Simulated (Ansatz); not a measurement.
Values for one crystal, relaxed and computed with plane-wave PAW r²SCAN (Ansatz code); other levels are named.

| Item | Value |
|---|---|
| Volume per atom | 10.41 Å³ |
| Band gap | 2.08 eV (indirect) |
| Electron effective mass | 0.65, 1.1, 27 mₑ (principal values) |
| Smallest direct gap on the standard path | 2.31 eV |
| Valence-band maximum | at Γ |
| Conduction-band minimum | at Y2 (k = 0.500, 0.000, 0.000) |
| Formation energy from the elements (no fitted shifts) | -2012 meV/atom |

### Question
Which compound is it?
A. MgO, P4_2/mnm (Mg on 4g, O on 4f)
B. TiO2, C2/m (Pearson symbol mS24)
C. CaAl2O4, P6_3 (Pearson symbol hP42)
D. TaNO, P2_1 (Pearson symbol mP12)

### Answer
D, TaNO, P2_1 (Pearson symbol mP12)

The start of the workflow was typed in or built on a structure type; neither database checked (COD, Materials Project) lists it. COD files the formula under space group No. 12, 14, 191, so this cell is another polymorph or a model. Whether it is the stable phase at ambient conditions was not checked. The cell was relaxed with r²SCAN under the symmetry of its start; its stability against distortions is not shown here. The run is not spin-polarised. The references are the lowest solids computed at this level, not always the standard phases (solids in place of the gases). Scalar-relativistic: spin–orbit coupling is off unless named, which matters more the heavier the elements.

Potentials: the earlier of the program's two PAW sets.
